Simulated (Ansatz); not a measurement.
MgTiNO:
```cif
data_MgNOTi
_chemical_formula_sum 'Ti1 N1 Mg1 O1'
_space_group_name_H-M_alt 'P4/mmm'
_space_group_IT_number 123
_space_group_name_Hall '-P 4 2'
_cell_length_a 2.95602
_cell_length_b 2.95602
_cell_length_c 4.30890
_cell_angle_alpha 90.000
_cell_angle_beta 90.000
_cell_angle_gamma 90.000
loop_
_atom_site_label
_atom_site_type_symbol
_atom_site_symmetry_multiplicity
_atom_site_Wyckoff_symbol
_atom_site_fract_x
_atom_site_fract_y
_atom_site_fract_z
_atom_site_occupancy
Ti1 Ti 1 a 0.00000 0.00000 0.00000 1
N1 N 1 c 0.50000 0.50000 0.00000 1
Mg1 Mg 1 d 0.50000 0.50000 0.50000 1
O1 O 1 b 0.00000 0.00000 0.50000 1
```

Relaxed with DFT-PBEsol in the program Ansatz with PAW potentials. Indices refer to the conventional cell of P4/mmm, a = b = 2.9560 Å, c = 4.3089 Å, α = β = γ = 90.00°.

Problem. Simulate the powder diffraction pattern (Cu Kα, λ = 1.54184 Å; lines above 1 %) up to 2θ = 90°.

Solution. Simulated powder pattern, Cu Kα, λ = 1.54184 Å (kinematic, ideal powder, no thermal factors, no anomalous dispersion; the 30 strongest lines at most, above 1 %, up to 2θ = 90°):

```json
[
 {"2θ (°)": "20.61", "d (Å)": "4.309", "I/Imax (%)": "14", "hkl": "(001)"},
 {"2θ (°)": "30.23", "d (Å)": "2.956", "I/Imax (%)": "17", "hkl": "(100)"},
 {"2θ (°)": "36.87", "d (Å)": "2.438", "I/Imax (%)": "59", "hkl": "(101)"},
 {"2θ (°)": "41.93", "d (Å)": "2.154", "I/Imax (%)": "55", "hkl": "(002)"},
 {"2θ (°)": "43.29", "d (Å)": "2.090", "I/Imax (%)": "100", "hkl": "(110)"},
 {"2θ (°)": "48.40", "d (Å)": "1.881", "I/Imax (%)": "4.2", "hkl": "(111)"},
 {"2θ (°)": "52.56", "d (Å)": "1.741", "I/Imax (%)": "5.8", "hkl": "(102)"},
 {"2θ (°)": "61.84", "d (Å)": "1.500", "I/Imax (%)": "59", "hkl": "(112)"},
 {"2θ (°)": "62.88", "d (Å)": "1.478", "I/Imax (%)": "28", "hkl": "(200)"},
 {"2θ (°)": "66.93", "d (Å)": "1.398", "I/Imax (%)": "1.4", "hkl": "(201)"},
 {"2θ (°)": "71.35", "d (Å)": "1.322", "I/Imax (%)": "2.0", "hkl": "(210)"},
 {"2θ (°)": "73.27", "d (Å)": "1.292", "I/Imax (%)": "8.6", "hkl": "(103)"},
 {"2θ (°)": "75.18", "d (Å)": "1.264", "I/Imax (%)": "16", "hkl": "(211)"},
 {"2θ (°)": "78.47", "d (Å)": "1.219", "I/Imax (%)": "26", "hkl": "(202)"},
 {"2θ (°)": "86.34", "d (Å)": "1.127", "I/Imax (%)": "2.2", "hkl": "(212)"}
]
```

The start of the workflow was typed in or built on a structure type; neither database checked (COD, Materials Project) lists it. Whether it is the stable phase at ambient conditions was not checked. The cell was relaxed with PBEsol under the symmetry of its start; whether a distortion lowers the energy is not shown. The workflow began spin-polarised and lost its moments.

Potentials: the later of the program's two PAW sets.
